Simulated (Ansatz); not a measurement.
## Relaxing a structure of ReS2

The relaxed structure here is a generated cell of ReS2: the first start was made by placing the elements on the sites of a structure type, and the end was not matched to a known phase here, so it may be hypothetical.

The start is a generated trial cell of ReS2 in the AFLOW prototype AB2_oC24_41_2a_2b (C_e, as in Sn2Pd). Cell shape, volume and atoms are optimised at zero target pressure with r2SCAN (plane waves to 500 eV, PAW, scalar-relativistic; Ansatz, a first-principles code). The first steps use a coarse 3×4×4 k-mesh.

Input geometry:
```yaml
crystal:
  lattice:
    - [6.14841, 0.00000, 0.00000]
    - [0.00000, 3.07420, 5.76829]
    - [0.00000, -3.07420, 5.76829]
  atoms:
    - { symbol: Re, position: [0.00000, 0.99000, 0.99000] }
    - { symbol: Re, position: [0.50000, 0.49000, 0.49000] }
    - { symbol: Re, position: [0.00000, 0.76200, 0.76200] }
    - { symbol: Re, position: [0.50000, 0.26200, 0.26200] }
    - { symbol: S, position: [0.65800, 0.03300, 0.71700] }
    - { symbol: S, position: [0.34200, 0.71700, 0.03300] }
    - { symbol: S, position: [0.15800, 0.21700, 0.53300] }
    - { symbol: S, position: [0.84200, 0.53300, 0.21700] }
    - { symbol: S, position: [0.75000, 0.37500, 0.87500] }
    - { symbol: S, position: [0.25000, 0.87500, 0.37500] }
    - { symbol: S, position: [0.25000, 0.37500, 0.87500] }
    - { symbol: S, position: [0.75000, 0.87500, 0.37500] }
```

Q: By how much does the energy per atom fall from start to end?

A: 0.40 eV/atom.

Q: How does the volume per atom move from start to end?

A: +0.7 %, from 18.17 to 18.31 Å³/atom.

Q: How do the shortest distances between atoms change?

A: The closest pairs of elements (up to four, under 3.6 Å), start → end: Re–S 2.66 → 2.27 Å; Re–Re 2.63 → 3.56 Å; S–S 2.75 → 2.81 Å.

Q: What band gap does the relaxed structure have at this level?

A: Zero (metallic).

Q: Give the final cell and atomic positions.

A: 
```cif
data_Re8S16
_chemical_formula_sum 'Re8 S16'
_space_group_name_H-M_alt 'Fmmm'
_space_group_IT_number 69
_space_group_name_Hall '-F 2 2'
_cell_length_a 5.92742
_cell_length_b 6.57109
_cell_length_c 11.28000
_cell_angle_alpha 90.000
_cell_angle_beta 90.000
_cell_angle_gamma 90.000
loop_
_atom_site_label
_atom_site_type_symbol
_atom_site_symmetry_multiplicity
_atom_site_Wyckoff_symbol
_atom_site_fract_x
_atom_site_fract_y
_atom_site_fract_z
_atom_site_occupancy
Re1 Re 8 i 0.00000 0.00000 0.15777 1
S1 S 8 g 0.23730 0.00000 0.00000 1
S2 S 8 f 0.25000 0.25000 0.25000 1
```
(The calculation used a cell of 6 atoms; values per cell refer to that cell.)

Final values are on a 9×9×9 k-mesh of the relaxed cell. No spin polarisation in the result.

The run could not lose the symmetry of its start, so the end can be a saddle point.
